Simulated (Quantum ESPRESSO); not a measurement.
# TiRu6Li: input and log of a self-consistent run

Simulated, not a measurement. The program is pw.x of Quantum ESPRESSO 7.5 (plane-wave density functional theory). The cell is made up: eight metal atoms on a hexagonal close-packed lattice, with elements, volume, strain and displacements drawn at random and not relaxed, so it may be unstable or far from any real phase. PseudoDojo standard norm-conserving files set the functional (PBE unless stated); there is no spin polarisation or spin-orbit coupling, the Fermi-Dirac width of 0.25 eV means electrons at about 2900 K, and the masses in the input are unused placeholders. A spin test at this wide smearing found no moment, but such smearing suppresses magnetism that the real alloy may have.

Input:

```
&control calculation='scf', pseudo_dir='./dojo.nc.sr.pbe.v0_5.standard.upf', outdir='./o', disk_io='medium', tprnfor=.true., tstress=.true. /
&system ibrav=0, nat=8, ntyp=3, nbnd=73, ecutwfc=84.00895049, nosym=.true., tot_charge=0,
 occupations='smearing', smearing='fd', degauss=0.0183746611
/
&electrons conv_thr=1.470e-08, electron_maxstep=70, mixing_beta=0.5 /
ATOMIC_SPECIES
Li 1.0 Li.upf
Ru 1.0 Ru.upf
Ti 1.0 Ti.upf
CELL_PARAMETERS angstrom
4.0894 -2.3824 0.0594
-2.7315 0.1034 -4.5135
2.6859 4.6949 -0.0814
ATOMIC_POSITIONS angstrom
Ti 0.0227 -0.008 -0.0334
Ru 1.3504 2.4741 -0.0536
Ru -0.0022 1.5216 -2.3197
Ru 1.3352 3.9019 -2.3392
Ru 2.6671 -0.0045 0.0399
Ru 3.961 2.3015 -0.0804
Li 1.2791 -0.8339 -2.256
Ru 2.6934 1.7062 -2.2774
K_POINTS automatic
6 5 5 1 1 1
```

The log is shortened where brackets say so; the opening notice, blank lines, dates and the lines on written files are dropped, and the path of the files is cut. It prints rydbergs, bohrs and kilobars, and counts compression as positive stress. Its total energy is the free energy E - TS of the whole cell.

```
     Program PWSCF v.7.5
     Parallel version (MPI & OpenMP), running on       1 processor cores
     Number of MPI processes:                 1
     Threads/MPI process:                     1
     [start-up lines left out]
     bravais-lattice index     =            0
     lattice parameter (alat)  =       8.9443  a.u.
     unit-cell volume          =     777.7764 (a.u.)^3
     number of atoms/cell      =            8
     number of atomic types    =            3
     number of electrons       =       111.00
     number of Kohn-Sham states=           73
     kinetic-energy cutoff     =      84.0090  Ry
     charge density cutoff     =     336.0358  Ry
     scf convergence threshold =      1.5E-08
     mixing beta               =       0.5000
     number of iterations used =            8  plain     mixing
     Exchange-correlation= PBE
                           (   1   4   3   4   0   0   0)
     [axes and pseudopotential details left out]
   Cartesian axes
     site n.     atom                  positions (alat units)
         1        Ti     tau(   1) = (   0.0047960  -0.0016902  -0.0070566  )
         2        Ru     tau(   2) = (   0.2853078   0.5227193  -0.0113244  )
         3        Ru     tau(   3) = (  -0.0004648   0.3214784  -0.4900982  )
         4        Ru     tau(   4) = (   0.2820964   0.8243799  -0.4942181  )
         5        Ru     tau(   5) = (   0.5634956  -0.0009507   0.0084299  )
         6        Ru     tau(   6) = (   0.8368664   0.4862529  -0.0169866  )
         7        Li     tau(   7) = (   0.2702438  -0.1761835  -0.4766399  )
         8        Ru     tau(   8) = (   0.5690522   0.3604800  -0.4811612  )
     number of k points=    75  Fermi-Dirac smearing, width (Ry)=  0.0184
                       cart. coord. in units 2pi/alat
        k(    1) = (   0.1169723   0.0308625  -0.1749489), wk =   0.0266667
        k(    2) = (   0.2052398   0.1811280  -0.2249246), wk =   0.0266667
     [further k points left out]
     Dense  grid:    80859 G-vectors     FFT dimensions: (  54,  60,  60)
     Estimated max dynamical RAM per process >     134.45 MB
     Initial potential from superposition of free atoms
     starting charge     110.9892, renormalised to     111.0000
     Starting wfcs are   72 randomized atomic wfcs +    1 random wfcs
     total cpu time spent up to now is       28.8 secs
     per-process dynamical memory:    78.2 Mb
     Self-consistent Calculation
     iteration #  1     ecut=    84.01 Ry     beta= 0.50
     Davidson diagonalization with overlap
     ethr =  1.00E-02,  avg # of iterations =  3.0
     total cpu time spent up to now is      124.9 secs
     total energy              =   -1344.55311815 Ry
     estimated scf accuracy    <       3.01374400 Ry
     iteration #  2     ecut=    84.01 Ry     beta= 0.50
     Davidson diagonalization with overlap
     ethr =  2.72E-03,  avg # of iterations =  3.4
     total cpu time spent up to now is      211.9 secs
     total energy              =   -1345.02323257 Ry
     estimated scf accuracy    <      11.91224463 Ry
     iteration #  3     ecut=    84.01 Ry     beta= 0.50
     Davidson diagonalization with overlap
     ethr =  2.72E-03,  avg # of iterations =  2.2
     total cpu time spent up to now is      286.8 secs
     total energy              =   -1345.83586567 Ry
     estimated scf accuracy    <       5.43924345 Ry
     iteration #  4     ecut=    84.01 Ry     beta= 0.50
     Davidson diagonalization with overlap
     ethr =  2.72E-03,  avg # of iterations =  1.6
     total cpu time spent up to now is      358.0 secs
     total energy              =   -1346.08966408 Ry
     estimated scf accuracy    <       0.62791044 Ry
     iteration #  5     ecut=    84.01 Ry     beta= 0.50
     Davidson diagonalization with overlap
     ethr =  5.66E-04,  avg # of iterations =  2.4
     total cpu time spent up to now is      423.7 secs
     total energy              =   -1346.06098192 Ry
     estimated scf accuracy    <       0.26977584 Ry
     [iterations 6 to 13 left out]
     iteration # 14     ecut=    84.01 Ry     beta= 0.50
     Davidson diagonalization with overlap
     ethr =  3.83E-08,  avg # of iterations =  1.1
     total cpu time spent up to now is     1106.6 secs
     total energy              =   -1346.12209411 Ry
     estimated scf accuracy    <       0.00000106 Ry
     iteration # 15     ecut=    84.01 Ry     beta= 0.50
     Davidson diagonalization with overlap
     ethr =  9.57E-10,  avg # of iterations =  2.0
     total cpu time spent up to now is     1199.6 secs
     total energy              =   -1346.12209423 Ry
     estimated scf accuracy    <       0.00000016 Ry
     iteration # 16     ecut=    84.01 Ry     beta= 0.50
     Davidson diagonalization with overlap
     ethr =  1.43E-10,  avg # of iterations =  1.3
     total cpu time spent up to now is     1283.9 secs
     total energy              =   -1346.12209424 Ry
     estimated scf accuracy    <       0.00000002 Ry
     iteration # 17     ecut=    84.01 Ry     beta= 0.50
     Davidson diagonalization with overlap
     ethr =  1.43E-11,  avg # of iterations =  2.0
     total cpu time spent up to now is     1391.5 secs
     total energy              =   -1346.12209424 Ry
     estimated scf accuracy    <       0.00000004 Ry
     iteration # 18     ecut=    84.01 Ry     beta= 0.50
     Davidson diagonalization with overlap
     ethr =  1.43E-11,  avg # of iterations =  1.7
     total cpu time spent up to now is     1483.6 secs
     End of self-consistent calculation
     [lines on levels left out]
!    total energy              =   -1346.12209424 Ry
     estimated scf accuracy    <          8.4E-09 Ry
     smearing contrib. (-TS)   =      -0.13032350 Ry
     internal energy E=F+TS    =   -1345.99177074 Ry
     The total energy is F=E-TS. E is the sum of the following terms:
     one-electron contribution =    -362.46772642 Ry
     hartree contribution      =     244.87124116 Ry
     xc contribution           =    -225.44682274 Ry
     ewald contribution        =   -1002.94846274 Ry
     convergence has been achieved in  18 iterations
     Forces acting on atoms (cartesian axes, Ry/au):
     atom    1 type  3   force =    -0.00558960    0.01556695    0.00105122
     atom    2 type  2   force =    -0.00788914   -0.03721953   -0.00640751
     atom    3 type  2   force =    -0.01189400    0.02916001   -0.00768314
     atom    4 type  2   force =    -0.01336488    0.02404793   -0.00954808
     atom    5 type  2   force =    -0.00740019   -0.01254583   -0.01118384
     atom    6 type  2   force =     0.02614436    0.00447364    0.02362503
     atom    7 type  1   force =     0.02868360    0.02226618    0.00155350
     atom    8 type  2   force =    -0.00869015   -0.04574936    0.00859282
     Total force =     0.093938     Total SCF correction =     0.000156
     Computing stress (Cartesian axis) and pressure
          total   stress  (Ry/bohr**3)                   (kbar)     P=      -51.76
  -0.00027069   0.00005677   0.00006232          -39.82        8.35        9.17
   0.00005677  -0.00013550   0.00016690            8.35      -19.93       24.55
   0.00006232   0.00016690  -0.00064946            9.17       24.55      -95.54
     init_run     :     26.91s CPU     28.70s WALL (       1 calls)
     electrons    :   1396.31s CPU   1454.81s WALL (       1 calls)
     forces       :     13.63s CPU     13.77s WALL (       1 calls)
     stress       :     56.22s CPU     56.40s WALL (       1 calls)
     [timing details left out]
     PWSCF        :  24m53.77s CPU  25m55.17s WALL
     JOB DONE.
```

In other units: free energy -18314.924 eV for the cell, pressure -5.18 GPa, largest force component 1.176 eV/Å in size. The run took 1557 s of wall time with one process on a shared machine (AMD EPYC, Zen 5, virtual cores), so the time is rough. A rerun of this cell at a higher cutoff and on a denser mesh moved values by no more than 0.009 eV in energy, 0.03 GPa in stress and 0.006 eV/Å in force, and a second program with other atomic files agreed on that cell to 2 % rms in force and 0.5 GPa in pressure.